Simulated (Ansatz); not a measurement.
**AlIn$_{2}$As$_{3}$: computed properties**

The calculation used DFT PBE, scalar-relativistic, plane waves, PAW in Ansatz 0.2.0.

Settings: cutoff 420 eV, Γ-centred mesh 12×12×12 on the computed 6-atom cell, Gaussian smearing of 0.01 eV; no spin polarisation.

The structure is relaxed at this level of theory with its symmetry kept, and needn't be the ground state of this composition.

```cif
data_structure
_symmetry_space_group_name_H-M 'I-4m2'
_symmetry_Int_Tables_number 119
_cell_length_a 4.2571
_cell_length_b 4.2571
_cell_length_c 18.1201
_cell_angle_alpha 90.000
_cell_angle_beta 90.000
_cell_angle_gamma 90.000
_cell_volume 328.39
loop_
_atom_site_label
_atom_site_type_symbol
_atom_site_symmetry_multiplicity
_atom_site_Wyckoff_symbol
_atom_site_fract_x
_atom_site_fract_y
_atom_site_fract_z
_atom_site_occupancy
Al1 Al 2 a 0.00000 0.00000 0.00000 1
In1 In 4 e 0.50000 0.50000 0.16248 1
As1 As 4 f 0.50000 0.00000 0.42600 1
As2 As 2 c 0.00000 0.50000 0.25000 1
```

| Quantity | Value |
| --- | --- |
| Space group | I-4m2 (No. 119) |
| Volume per atom | 27.37 Å³ |
| Formation energy from the elements' standard states (uncorrected) | -0.310 eV/atom |
| Kohn–Sham band gap | 0.11 eV, direct at Γ |
| Orbital (Löwdin) character of the top 1 eV of the valence band | As 4p 78 %, In 5p 16 % |
| Orbital (Löwdin) character of the lowest 1 eV of the conduction band | As 4p 29 %, In 5s 25 %, As 4s 19 %, Al 3s 10 %, In 5p 9 % |
| Electron masses at the edge by direction of the standard setting (m_e; one valley, along these axes only; no spin-orbit coupling) | x: 0.016; y: 0.016; z: 0.029 |
| Hole masses at the edge by direction of the standard setting (m_e; one valley, along these axes only; no spin-orbit coupling) | x: 3.0, 0.015; y: 3.0, 0.015; z: 0.45, 0.45 |
| Bader charge by site (e) | Al (1 in the cell) 1.90, In (2 in the cell) 0.74, As (2 in the cell) -1.31, As (1 in the cell) -0.75 |

The cell was found from a structure generator's guess, not taken from experiment. Kohn–Sham gaps at this level usually fall short of measured ones. Löwdin shares on free-atom orbitals overweight diffuse shells in the empty bands.
